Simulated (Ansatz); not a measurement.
The start is a generated cell, AlNi built in the AFLOW prototype AB_tP4_129_c_c (B11, as in TiCu). The cell and all atomic positions are relaxed at zero pressure with PBE (plane waves to 420 eV, PAW, scalar-relativistic; Ansatz, a program for electronic structure). The first steps use a coarse 11×11×6 k-mesh.

Input geometry:
```yaml
crystal:
  lattice:
    - [2.96684, 0.00000, 0.00000]
    - [0.00000, 2.96684, 0.00000]
    - [0.00000, 0.00000, 5.65199]
  atoms:
    - { symbol: Al, position: [0.50000, 0.00000, 0.65000] }
    - { symbol: Al, position: [0.00000, 0.50000, 0.35000] }
    - { symbol: Ni, position: [0.50000, 0.00000, 0.10000] }
    - { symbol: Ni, position: [0.00000, 0.50000, 0.90000] }
```
Spin-polarised start, with parallel moments on Ni.

Question: Which atoms feel the largest initial force, and how large is it?

Answer: 2.01 eV/Å, on Ni3, Ni4 (atoms numbered as listed).

Question: How does the volume per atom move from start to end?

Answer: +2.2 %, from 12.44 to 12.71 Å³/atom.

Question: How do the shortest distances between atoms change?

Answer: The closest pairs of elements (up to four, under 3.6 Å), start → end: Ni–Ni 2.38 → 2.68 Å; Al–Ni 2.53 → 2.43 Å; Al–Al 2.70 → 2.77 Å.

Question: Is the relaxed structure metallic? Give its gap.

Answer: No gap (metallic).

Question: What magnetic moments remain?

Answer: Zero (the starting moments vanished).

The space group stays P4/nmm (No. 129) (the run could not lower it); the end is AFLOW prototype AB_tP4_129_c_c (B11, as in TiCu), with 4 atoms in the primitive cell. Final values are on a 15×15×9 k-mesh of the relaxed cell. No spin polarisation in the result: the starting moments vanished. A magnetic state may lie lower.

The run could not lower the symmetry of its start; a shaken copy of this end point relaxes with PBE to Pmmn (No. 59), 0.02 eV/atom lower.

The relaxed structure here is a generated cell of AlNi: the first start was made by placing the elements on the sites of a structure type, and the end was not matched to a known phase here, so it may be hypothetical. Known forms of AlNi include space group No. 221.
